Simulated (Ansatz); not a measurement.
# Si3W2 (P-3m1)

Computed with DFT PBE, scalar-relativistic, plane waves, PAW in Ansatz.

Settings: cutoff 420 eV, Γ-centred mesh 12×12×8 on the computed 5-atom cell, Gaussian smearing of 0.10 eV; no spin polarisation.

The structure is relaxed at this level of theory with its symmetry kept, and needn't be the ground state of this composition.

Space group P-3m1 (No. 164), trigonal, a = 4.362 Å, c = 5.024 Å. Si on a site of symmetry -3m is surrounded by 6 W at 2.58 Å and 6 Si at 3.19 Å; Si on a site of symmetry 3m has 2 W at 2.51–2.52 Å, 3 Si at 2.75 Å, 3 W at 2.89 Å and 3 Si at 3.19 Å; W has 5 Si at 2.51–2.58 Å, 3 W at 2.75 Å and 3 Si at 2.89 Å.

| Quantity | Value |
| --- | --- |
| Volume per atom | 16.55 Å³ |
| Formation energy from the elements' standard states (uncorrected) | +0.187 eV/atom |
| Kohn–Sham band gap | none (metal) |
| Density of states at the Fermi level | 4.3 states/eV per cell |
| Orbital (Löwdin) character within 0.5 eV of the Fermi level | W 5d 61 %, Si 3p 27 %, unprojected 5 % |
| Bader charge by site (e) | Si (1 in the cell) -0.19, Si (2 in the cell) -0.11, W (2 in the cell) 0.20 |

Spin-orbit coupling is left out, which matters for the bands of heavy elements.

The cell was found from a structure generator's guess, not taken from experiment. Löwdin shares on free-atom orbitals overweight diffuse shells.
